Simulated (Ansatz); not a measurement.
The start is a generated cell, HfN built in the AFLOW prototype AB_oC8_65_j_g (as in VIr). A full variable-cell relaxation at zero pressure is run with PBEsol (plane waves to 420 eV, PAW, scalar-relativistic; Ansatz, a program for electronic structure). The first steps use a coarse 5×5×8 k-mesh.

The start:
```
CELL_PARAMETERS angstrom
      3.04618    -3.44666     0.00000
      3.04618     3.44666     0.00000
      0.00000     0.00000     2.85283
ATOMIC_POSITIONS crystal
  N  0.78000 0.22000 0.50000
  N  0.22000 0.78000 0.50000
  Hf 0.28000 0.28000 0.00000
  Hf 0.72000 0.72000 0.00000
```

Problem. What pressure does the first self-consistent step give?

Solution. -32 GPa (negative: the cell is under tension).

Problem. Which atoms feel the largest initial force, and how large is it?

Solution. About 4.4 eV/Å, on Hf3, Hf4 (atoms numbered as listed).

Problem. What symmetry does the relaxed structure have?

Solution. The space group goes from Cmmm (No. 65) to Pm-3m (No. 221); the end is CsCl type, with 2 atoms in the primitive cell.

Problem. By how much does the energy per atom fall from start to end?

Solution. 1.18 eV/atom.

Problem. How does the volume change?

Solution. -27.4 %, from 14.98 to 10.87 Å³/atom.

Problem. What band gap does the relaxed structure have at this level?

Solution. Zero (metallic).

Final values are on a 17×17×17 k-mesh of the relaxed cell. No spin polarisation in the result. The relaxed primitive cell holds an odd number of electrons. A magnetic state may lie lower.

The run could not lose the symmetry of its start, so the end can be a saddle point.

The relaxed structure here is a generated cell of HfN: the first start was made by placing the elements on the sites of a structure type, and the end was not matched to a known phase here, so it may be hypothetical. Known forms of HfN include space group No. 225.
